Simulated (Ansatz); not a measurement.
## InSb3: work and stress of cleavage

Level of theory: DFT PBE, scalar-relativistic, plane waves, PAW in Ansatz 0.2.0. Cutoff 420 eV, Γ-centred 10×10×5 k-points, Gaussian smearing of 0.15 eV. No spin polarisation. Energies are free energies at this smearing, counted from the undisturbed cell; pressure is positive in compression.

The undisturbed cell (relaxed at this level; it needn't be the usual structure):

```
In Sb
1.0
     0.00000   -4.81384    0.00000
     0.00000    0.00000   -4.81384
     9.62767    0.00000    0.00000
In Sb
2 6
Direct
  0.00000 0.00000 0.37500
  0.00000 0.00000 0.87500
  0.00000 0.50000 0.12500
  0.00000 0.50000 0.62500
  0.50000 0.50000 0.37500
  0.50000 0.50000 0.87500
  0.50000 0.00000 0.12500
  0.50000 0.00000 0.62500
```

The cut lies on the cell's a–b face, a (1 0 0) plane (indices in the standard cell, whose axes needn't be the Cartesian ones shown) of area 23.17 Å², between layers 2.41 Å apart. Vector c is lengthened by d along the normal with the atoms' Cartesian places fixed: one unrelaxed cut a cell. The traction is positive where the two halves pull on each other.

| d (Å) | energy (J/m²) | traction (GPa) |
| --- | --- | --- |
| -0.30 | 0.095 | -6.96 |
| 0.00 | 0.000 | 0.00 |
| 0.25 | 0.042 | 3.02 |
| 0.50 | 0.137 | 4.29 |
| 1.00 | 0.353 | 4.00 |
| 1.50 | 0.519 | 2.63 |
| 2.00 | 0.618 | 1.39 |
| 3.00 | 0.689 | 0.28 |
| 4.50 | 0.705 | 0.03 |
| 6.00 | 0.708 | 0.01 |

Q: What are the work of separation and the cleavage stress, and do they fit the universal binding curve?

A: The energy levels off near W ≈ 0.708 J/m² (the traction is down to 0.01 GPa), the energy of the two unrelaxed faces, 0.354 J/m² each on average. The largest sampled traction is 4.29 GPa at d = 0.50 Å, and a parabola through it and its two neighbours peaks at σ_max ≈ 4.62 GPa, d ≈ 0.71 Å. The curve E = W[1 − (1 + d/ℓ)exp(−d/ℓ)] peaks in traction at d = ℓ with σ_max = W/(eℓ); with 1 J/m² per Å = 10 GPa this W and σ_max give ℓ = 0.56 Å. A parabola through that curve at the same three d peaks at 0.64 Å, against 0.71 Å here, a fair fit. Real crystals break at far lower stress, because cracks concentrate it, and on the plane of lowest W, which needn't be this one.

The cut is rigid; relaxing the faces lowers these energies and usually the stresses.

In a metal these slopes depend on the k mesh and the smearing.

Cost: 10 runs of about 20 core-minutes in all, on Intel Xeon Platinum 8175M (Skylake/Cascade Lake) (shared hosts).